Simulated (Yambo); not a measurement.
Yambo run on a free-standing AgI monolayer (symmetry P-3m1, slab cell 17.3 Å high). The wavefunctions are PBEsol (pw.x of Quantum ESPRESSO, ONCV potentials, without SOC) ones on a 6×6×1 mesh (26 occupied bands); a = b = 4.410 Å, c = 17.300 Å, α = β = 90.00°, γ = 120.00°.

Yambo input:

```
rim_cut
gw0
dyson
el_el_corr
HF_and_locXC
ppa
em1d
rim_w
RandQpts= 1000000
RandGvec= 2 Ry
CUTGeo= "slab z"
EXXRLvcs= 82 Ry
VXCRLvcs= 328 Ry
Chimod= "HARTREE"
% BndsRnXp
 9 | 64 |
%
NGsBlkXp= 5 Ry
% LongDrXp
 1.0 | 1.0 | 0.0 |
%
RandGvecW= 719 mRy
PPAPntXp= 27.2114 eV
% GbndRnge
 1 | 123 |
%
GTermKind= "BG"
DysSolver= "n"
ExtendOut
% QPkrange
 1 | 1 | 26 | 27 |
%
```

k points by index: 1 = Γ.

The o-*.qp file then holds:

```
#    K-point    Band    Eo [eV]    E [eV]    E-Eo [eV]    Vxc [eV]    Vnlxc [eV]    Sc|Eo [eV]    Sc|E [eV]    dSc/dw|Eo [eV]    Re(Z)    Im(Z)
#
    1    26    0.000000    -0.829148    -0.829148    -15.07000    -18.24148    2.117764    2.342330    -7.367851    0.786921    -0.002373
    1    27    2.019237    3.193719    1.174482    -9.625315    -5.845801    -2.340856    -2.605032    -6.119496    0.816396    -0.002219
```
(The two width columns are left out.) Convergence of these settings isn't established.

Geometry relaxed with PBEsol.

This is a model layer cut from the bulk structure; whether it is stable on its own was not checked.
